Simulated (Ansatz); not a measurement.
# YHSe: axial (c/a) deformation path

Method: Ansatz, DFT r2SCAN, scalar-relativistic, plane waves, PAW. Settings: plane waves to 500 eV, k-mesh 9×9×8 (Γ-centred), Gaussian smearing 0.05 eV. No spin polarisation. Energies are free energies at this smearing, counted from the undisturbed cell; pressure is positive in compression.

The starting cell (as given, not relaxed at this level; it stands at 0.0 GPa, and it needn't be the usual structure):

```
CELL_PARAMETERS angstrom
3.84093 0.00000 0.00000
-1.92047 3.32634 0.00000
0.00000 0.00000 3.91555
ATOMIC_POSITIONS crystal
Y 0.00000 0.00000 0.00000
H 0.33333 0.66667 0.00000
Se 0.66667 0.33333 0.50000
```

At fixed volume and fractional coordinates, lengths along (0.000, 0.000, 1.000) are scaled against those across it; ρ is that ratio over its starting value.

```
    ρ  ΔE (meV/atom) pressure (GPa) gap on the mesh (eV)
0.850          142.1             0.6                  0.63
0.920           38.4             0.1                  1.24
0.960            9.6             0.0                  1.63
1.000            0.0             0.0                  2.06
1.050           12.4               ?                     ?
1.100           49.3             0.4                  2.65
1.200              ?             1.2                     ?
```

Give the withheld values.

pressure (GPa) at ρ = 1.050: 0.1; gap on the mesh (eV) at ρ = 1.050: 2.52; ΔE (meV/atom) at ρ = 1.200: 188.5; gap on the mesh (eV) at ρ = 1.200: 1.67.